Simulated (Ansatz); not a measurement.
### Question
Name crystals whose computed values (the program Ansatz at the r²SCAN level (PAW)) fall in these windows: G_Hill (GPa) 26 to 36; gap (eV) 1.7 to 2.1; highest Γ mode, no LO–TO term (cm⁻¹) 170 to 240.

### Answer


```
crystal            G_Hill (GPa)  gap (eV)  highest Γ mode, no LO–TO term (cm⁻¹)
-----------------  ------------  --------  ------------------------------------
ZnSe, zinc blende          30.0      1.86                                   204
```
Others may fit too.

The cell was relaxed under the symmetry of its start. Scalar-relativistic: spin–orbit coupling is off unless named, which matters more the heavier the elements.

Potentials: the earlier of the program's two PAW sets.
